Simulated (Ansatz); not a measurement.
All numbers below come from DFT PBE, scalar-relativistic, plane waves, PAW (Ansatz). Settings: cutoff 420 eV, Γ-centred meshes spaced at most about 0.3 Å⁻¹, and about 0.25 Å⁻¹ or finer for metals (2π included), Gaussian smearing. No spin polarisation in the final relaxations.

Each of these unrelaxed guesses is relaxed in cell and atoms within its symmetry. A guess keeps its type if space group and coordination stay and the shape of the cell changes little (axis ratios within about 15 %, angles within 6°); the volume may change.

1. Zr3C2

```cif
data_structure
_symmetry_space_group_name_H-M 'Cmmm'
_symmetry_Int_Tables_number 65
_cell_length_a 4.5484
_cell_length_b 5.7447
_cell_length_c 4.9093
_cell_angle_alpha 90.000
_cell_angle_beta 90.000
_cell_angle_gamma 90.000
_cell_volume 128.28
loop_
_atom_site_label
_atom_site_type_symbol
_atom_site_symmetry_multiplicity
_atom_site_Wyckoff_symbol
_atom_site_fract_x
_atom_site_fract_y
_atom_site_fract_z
_atom_site_occupancy
Zr1 Zr 4 h 0.74670 0.00000 0.50000 1
Zr2 Zr 2 b 0.50000 0.00000 0.00000 1
C1 C 4 f 0.25000 0.25000 0.50000 1
```

2. Co2W (collinear spin from parallel moments)

```cif
data_structure
_symmetry_space_group_name_H-M 'P-62m'
_symmetry_Int_Tables_number 189
_cell_length_a 4.5403
_cell_length_b 4.5403
_cell_length_c 4.2854
_cell_angle_alpha 90.000
_cell_angle_beta 90.000
_cell_angle_gamma 120.000
_cell_volume 76.51
loop_
_atom_site_label
_atom_site_type_symbol
_atom_site_symmetry_multiplicity
_atom_site_Wyckoff_symbol
_atom_site_fract_x
_atom_site_fract_y
_atom_site_fract_z
_atom_site_occupancy
Co1 Co 1 a 0.00000 0.00000 0.00000 1
Co2 Co 3 g 0.00000 0.33333 0.50000 1
W1 W 2 c 0.66667 0.33333 0.00000 1
```

Question: Which guesses survive the relaxation?

Answer: Guess 2 keeps its type.

| guess | kept | start group | end group | V start (Å³/atom) | V end | b/a and c/a, end over start | nearest neighbours start | nearest neighbours end |
| --- | --- | --- | --- | --- | --- | --- | --- | --- |
| 1 | no | Cmmm | Cmmm | 12.8 | 19.6 | 1.13, 0.40 | C 2, Zr 2/12 | C 2, Zr 2/10 |
| 2 | yes | P-62m | P-62m | 12.8 | 12.4 | 1.00, 0.96 | Co 12, W 12 | Co 12, W 12 |

Neighbours count within 15 % of an atom's shortest distance; end groups are read at 0.02 Å (0.05 Å in metals).

Spin–orbit coupling, which can matter for W, is left out. Trial moments died out on the coarse mesh in Co2W P-62m; another magnetic start might hold. Cells relaxed within their symmetry can be saddle points.

In counts of neighbours, a slash parts the counts of unlike sites.
